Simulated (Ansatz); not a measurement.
The start is a generated trial cell of YN in the GeS structure type. The cell and all atomic positions are relaxed at zero pressure with r2SCAN (plane waves to 500 eV, PAW, scalar-relativistic; Ansatz, an electronic-structure program). The first steps use a 4×10×9 k-mesh.

Input geometry:
```
CELL_PARAMETERS angstrom
      9.55602     0.00000     0.00000
      0.00000     3.32225     0.00000
      0.00000     0.00000     3.92463
ATOMIC_POSITIONS crystal
  Y  0.12210 0.25000 0.12770
  Y  0.37790 0.75000 0.62770
  Y  0.87790 0.75000 0.87230
  Y  0.62210 0.25000 0.37230
  N  0.84950 0.25000 0.50230
  N  0.65050 0.75000 0.00230
  N  0.15050 0.75000 0.49770
  N  0.34950 0.25000 0.99770
```

**Question.** How large is the pressure on the unrelaxed cell, and of which sign?

**Answer.** +0.2 GPa (positive: the cell is compressed).

**Question.** What is the largest force in the starting geometry, and on which atom (counted from 1)?

**Answer.** 2.48 eV/Å, on Y1, Y2, Y3, Y4 (atoms numbered as listed).

**Question.** What symmetry does the relaxed structure have?

**Answer.** The space group goes from Pnma (No. 62) to Fm-3m (No. 225); the end is rock salt type, with 2 atoms in the primitive cell.

**Question.** How much energy is released per atom?

**Answer.** 0.90 eV/atom.

**Question.** How do the shortest distances between atoms change?

**Answer.** The closest pairs of elements (up to four, under 3.6 Å), start → end: N–Y 2.22 → 2.45 Å; Y–Y 3.03 → 3.46 Å; N–N 3.20 → 3.46 Å.

**Question.** Is the relaxed structure metallic? Give its gap.

**Answer.** 0.58 eV, indirect (valence top at Γ, conduction bottom at X) (no spin-orbit coupling).

**Question.** Give the final cell and atomic positions.

**Answer.** 
```cif
data_N4Y4
_chemical_formula_sum 'Y4 N4'
_space_group_name_H-M_alt 'Fm-3m'
_space_group_IT_number 225
_space_group_name_Hall '-F 4 2 3'
_cell_length_a 4.89568
_cell_length_b 4.89568
_cell_length_c 4.89568
_cell_angle_alpha 90.000
_cell_angle_beta 90.000
_cell_angle_gamma 90.000
loop_
_atom_site_label
_atom_site_type_symbol
_atom_site_symmetry_multiplicity
_atom_site_Wyckoff_symbol
_atom_site_fract_x
_atom_site_fract_y
_atom_site_fract_z
_atom_site_occupancy
Y1 Y 4 b 0.50000 0.50000 0.50000 1
N1 N 4 a 0.00000 0.00000 0.00000 1
```
(The calculation used a cell of 2 atoms; values per cell refer to that cell.)

Final values are on a 12×12×12 k-mesh of the relaxed cell. No spin polarisation in the result.

The run could not lose the symmetry of its start.
